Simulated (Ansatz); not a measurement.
P:
Space group I4₁32 (No. 214); a = b = c = 5.9906 Å, α = β = γ = 90.00°

```tsv
atom	site	symmetry	x	y	z
P	8a	.32	0.1250	0.1250	0.1250
```
(The calculation used a cell of 4 atoms; values per cell refer to that cell.)

This is the r²SCAN-relaxed structure.

Task: All from the program Ansatz at the r²SCAN level (PAW), unless another level is named. Estimate the electronic character.

Result: metallic (no gap).

Task: Give the density of states at the Fermi level.

Result: 0.52 states/eV per atom (mean over ±0.08 eV).

Space group I4_132. The start of the workflow was typed in or built on a structure type; neither database checked (COD, Materials Project) lists it. It is not the phase usual at ambient conditions (space group No. 64). The r²SCAN relaxation kept the symmetry of its start; whether a distortion lowers the energy is not shown. The volume moved by 28 % from the start of the relaxation.

Potentials: the later of the program's two PAW sets.
